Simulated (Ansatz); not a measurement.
Ag2Sn: reading a single point

```xyz
3
Lattice="4.5876 0.0000 0.0000 -2.2938 3.9730 0.0000 0.0000 0.0000 3.2862" Properties=species:S:1:pos:R:3 pbc="T T T"
Sn    0.0000    0.0000    0.0000
Ag   -0.0002    2.6488    1.6431
Ag    2.2936    1.3242    1.6431
```

Level: r2SCAN, no spin polarisation; 500 eV; 9×9×10 Γ-centred mesh; fermi-dirac occupations (width 0.1 eV); Ansatz 0.2.0, fixed geometry.

**Question.** Is the cell too large or too small?

**Answer.** The pressure is 4.1 GPa (compression positive), so with the atoms held at these fractions the cell would first expand. The principal stresses 0.1, 6.0, 6.0 GPa differ, so its shape would change too.

**Question.** Give the Bader charges.

**Answer.** Bader charges in e: Ag -0.11, Sn +0.21. In the mean Sn gives up most and Ag takes most.

**Question.** What do density and ELF say about some of the short contacts?

**Answer.** Ag–Ag at 2.65 Å: least valence density 0.32 e/Å³ and ELF 0.16 there. Sn–Ag at 3.12 Å: least valence density 0.18 e/Å³ and ELF 0.26 there. Sn–Sn at 3.29 Å: least valence density 0.15 e/Å³ and ELF 0.23 there. These are pseudo-fields; inside the PAW spheres they differ from the all-electron ones.

**Question.** Are the atoms at rest?

**Answer.** The forces vanish by the symmetry of the sites.

**Question.** What happens at the Fermi level?

**Answer.** It is a metal, with about 0.83 states/eV a cell as the mean within 0.25 eV of the Fermi level, mostly Sn p (52 %) and Ag s (21 %).

Origin: a known structure type with other elements, at an estimated volume, so it need not be a known compound.
